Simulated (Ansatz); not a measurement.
Ti₃SnO₈: phonons across the zone

Level of theory: DFT PBE, scalar-relativistic, plane waves, PAW in Ansatz. Plane waves to 420 eV; Γ-centred k mesh 6×6×6; fixed occupations. No spin polarisation. Phonons by linear response, acoustic sum rule imposed.

Relaxed structure:
```
Ti Sn O
1.0
    -3.03225    3.31957    3.32133
     3.03225   -3.31957    3.32133
     3.03225    3.31957   -3.32133
Ti Sn O
3 1 8
Direct
  0.50000 0.24819 0.74819
  0.50000 0.75181 0.25181
  0.00000 0.50000 0.50000
  0.00000 0.00000 0.00000
  0.31154 0.31154 0.00000
  0.30835 0.80835 0.50000
  0.19964 0.26316 0.46280
  0.19964 0.73684 0.93648
  0.80036 0.26316 0.06352
  0.80036 0.73684 0.53720
  0.68846 0.68846 0.00000
  0.69165 0.19165 0.50000
```

The cell was found from a structure generator's guess, not taken from experiment. Spin–orbit coupling is left out, which matters for heavy elements. The q mesh is coarse, so values between its points are rough.

Force constants from linear response on a 2×2×2 q mesh.

Path: Γ–X–F2 | SIGMA0–Γ–Y0 | U0–X | Γ–R–W–S–Γ–T–W. Only the points of the 2×2×2 mesh were computed; the rest is interpolation, which is rough on so few points. At q = (0.000, 0.000, -0.500) a computed mode is imaginary, 124i cm⁻¹, so the cell is unstable at this level. Distance along the path (Å⁻¹), then the branches (cm⁻¹, negative for imaginary; the LO field is included):
```
0.000  -115 -112 -76 0 0 0 136 143 151 197 207 240 265 267 269 334 356 369 372 403 405 406 424 431 438 439 460 461 463 478 515 560 664 672 718 750
0.236  -121 -98 -70 55 62 111 146 159 164 173 222 225 262 269 285 319 352 353 361 371 392 412 427 431 439 441 456 471 477 513 515 558 651 673 722 751
0.473  -125 -71 -63 86 102 110 183 187 194 208 225 249 267 268 277 303 326 336 338 356 360 395 414 429 445 446 475 490 501 506 528 576 629 670 721 749
0.709  -110 -82 -61 92 104 116 146 218 220 246 248 250 279 281 284 290 311 319 326 327 370 380 411 428 430 444 479 494 504 519 521 578 634 663 720 739
0.946  -98 -94 -64 -38 92 117 127 229 238 243 244 272 286 287 290 292 296 310 314 349 356 395 406 412 426 442 475 491 507 529 536 558 643 658 721 734
0.967  -97 -93 -67 -30 92 117 127 229 238 243 244 272 285 286 290 292 297 310 314 349 355 395 406 412 426 442 474 491 507 529 536 558 643 658 721 734
0.989  -97 -88 -74 12 92 118 128 229 238 243 246 271 283 285 291 292 299 311 314 349 355 395 405 411 426 442 474 491 507 529 536 557 644 659 720 733
1.011  -97 -81 -80 36 92 120 130 230 238 243 248 269 281 283 291 294 302 312 313 349 354 395 404 411 425 443 474 490 507 528 537 557 644 660 720 733
1.032  -96 -87 -68 50 92 123 132 230 238 244 251 266 278 282 291 296 303 312 314 349 353 395 403 410 424 443 474 490 507 527 538 557 644 661 720 733
1.151  -110 -93 82 91 117 150 160 238 238 245 246 264 279 281 286 303 304 306 332 341 348 384 401 405 414 447 472 488 506 521 542 554 647 672 715 730
1.388  -134 -88 84 86 199 201 208 217 231 241 271 274 274 275 292 294 314 314 324 354 361 368 368 397 428 456 466 478 501 508 544 548 657 688 708 728
1.626  -140 -95 65 69 166 167 169 172 182 217 230 268 269 281 282 312 326 339 371 379 385 393 405 406 435 456 460 460 491 506 540 554 664 676 717 739
1.863  -113 -111 25 27 61 83 139 139 146 154 220 237 265 271 271 331 354 358 397 402 404 420 422 430 442 447 449 460 471 514 539 559 661 665 723 749
1.982  -112 -76 -57 0 0 0 104 143 151 207 214 240 263 265 269 334 345 372 403 405 406 418 424 431 438 439 443 461 463 510 539 560 664 672 748 750
2.218  -102 -72 11 52 56 98 123 158 167 184 200 215 267 271 272 330 330 387 391 400 408 418 424 425 436 439 449 459 490 519 544 554 661 662 743 764
2.455  -98 -66 46 78 102 111 144 193 198 205 208 229 255 279 282 296 321 356 370 385 403 411 413 426 433 449 459 466 530 535 540 552 642 654 737 768
2.691  -94 -64 19 90 108 121 141 174 222 233 250 257 261 285 286 302 310 320 321 371 382 396 413 413 427 442 470 485 505 536 546 557 646 647 729 747
2.928  -98 -94 -64 -38 92 117 127 229 238 243 244 272 286 287 290 292 296 310 314 349 356 395 406 412 426 442 475 491 507 529 536 558 643 658 721 734
2.928  -98 -94 -64 -38 92 117 127 229 238 243 244 272 286 287 290 292 296 310 314 349 356 395 406 412 426 442 475 491 507 529 536 558 643 658 721 734
2.928  -98 -94 -64 -38 92 117 127 229 238 243 244 272 286 287 290 292 296 310 314 349 356 395 406 412 426 442 475 491 507 529 536 558 643 658 721 734
2.928  -98 -94 -64 -38 92 117 127 229 238 243 244 272 286 287 290 292 296 310 314 349 356 395 406 412 426 442 475 491 507 529 536 558 643 658 721 734
2.928  -98 -94 -64 -38 92 117 127 229 238 243 244 272 286 287 290 292 296 310 314 349 356 395 406 412 426 442 475 491 507 529 536 558 643 658 721 734
2.928  -115 -86 -76 0 0 0 136 143 151 151 214 240 265 267 269 334 356 363 393 405 406 424 430 431 438 439 459 460 461 510 515 560 664 666 722 750
3.104  -110 -107 40 42 61 83 141 150 157 170 216 234 262 271 277 327 352 357 383 400 406 422 423 426 434 442 454 462 471 512 513 565 662 669 719 748
3.279  -109 -94 73 88 125 157 161 167 177 206 226 229 258 280 290 311 338 344 369 384 389 404 418 418 432 443 452 466 485 508 521 576 659 674 713 742
3.454  -96 -92 91 126 167 184 190 194 208 228 233 264 264 283 289 302 317 339 352 365 370 372 407 418 429 435 462 470 497 500 532 588 655 678 709 731
3.630  -100 -82 96 143 184 194 197 205 227 232 247 262 272 281 296 301 321 335 346 348 352 362 400 418 422 437 467 472 496 502 536 595 653 678 712 722
3.748  -77 -62 99 144 184 195 198 204 228 241 243 259 261 277 298 306 321 337 342 351 362 364 395 420 422 430 465 476 494 511 537 593 655 678 710 722
3.866  -65 95 106 146 188 192 197 200 226 237 256 258 259 274 294 317 321 333 342 353 365 381 388 419 422 423 452 490 493 529 538 590 662 681 705 718
3.985  -50 116 134 147 166 194 198 200 225 250 254 258 274 279 296 317 318 332 335 342 373 389 395 411 422 427 440 486 508 537 548 585 669 687 700 711
4.103  -42 123 143 148 150 196 200 201 227 252 253 259 284 289 306 310 312 317 335 342 376 390 404 405 422 432 432 485 514 536 557 582 672 698 698 700
4.232  -47 118 140 140 146 176 199 202 230 235 254 264 277 281 293 302 311 320 346 361 375 381 410 418 427 433 434 485 512 534 556 583 661 681 709 716
4.362  -60 100 120 124 137 139 191 196 220 229 244 260 262 282 289 299 300 332 350 365 376 395 421 433 437 437 440 487 508 532 554 584 644 664 725 732
4.492  -82 -12 91 94 125 132 178 190 212 217 233 249 262 277 292 298 305 338 351 363 377 416 427 433 443 446 450 492 505 531 551 588 630 647 737 743
4.621  -97 -72 76 84 120 129 173 186 210 214 223 245 262 278 288 303 310 342 349 363 376 428 429 435 437 451 453 496 505 531 549 590 624 639 741 748
4.788  -101 -70 78 95 122 133 154 177 196 202 221 224 263 283 291 302 320 349 358 369 378 424 434 435 437 448 454 488 507 533 534 580 634 648 738 750
4.955  -108 -70 61 78 110 120 143 168 171 182 200 215 262 274 288 316 334 363 376 383 389 421 429 434 437 441 453 473 501 511 533 566 648 662 735 752
5.123  -111 -73 -58 41 56 69 124 150 160 202 207 219 262 268 276 329 343 377 390 393 399 417 423 431 440 441 448 461 474 513 521 561 659 670 733 751
5.290  -112 -87 -76 0 0 0 119 143 151 207 208 240 264 265 269 334 347 372 401 403 405 406 424 431 438 439 449 461 463 503 522 560 664 672 732 750
5.378  -106 -97 18 23 42 43 112 145 153 174 216 234 265 268 270 332 348 369 395 404 404 423 427 436 439 442 446 459 467 512 540 559 664 667 732 750
5.553  -122 16 51 66 120 129 135 157 168 182 205 228 268 272 277 325 334 376 390 391 399 406 412 422 441 452 453 461 479 516 541 558 666 669 726 748
5.729  -127 74 84 117 168 170 176 188 192 197 205 251 273 279 292 314 314 368 369 373 379 387 399 409 441 456 464 468 490 525 543 557 668 678 714 740
5.904  -124 85 97 144 154 189 191 197 203 253 270 277 281 283 299 304 319 328 344 345 366 370 391 405 436 457 470 476 504 523 543 562 675 690 702 726
6.051  -121 88 100 143 158 192 193 198 204 266 281 282 283 289 298 306 308 331 332 336 365 366 390 405 435 456 472 475 508 519 546 563 678 688 703 720
6.169  -100 102 107 143 155 192 194 204 212 266 271 274 278 284 304 305 316 326 330 340 366 370 395 406 434 448 460 477 514 515 560 562 677 691 701 715
6.287  -70 116 124 144 152 195 196 208 221 257 262 264 280 287 303 307 319 319 332 342 368 379 401 406 433 440 440 482 514 524 560 574 675 695 700 706
6.405  -46 122 143 144 150 196 199 204 226 251 255 259 283 289 307 307 314 317 334 342 375 389 404 404 424 432 432 484 514 534 558 581 672 697 699 700
```
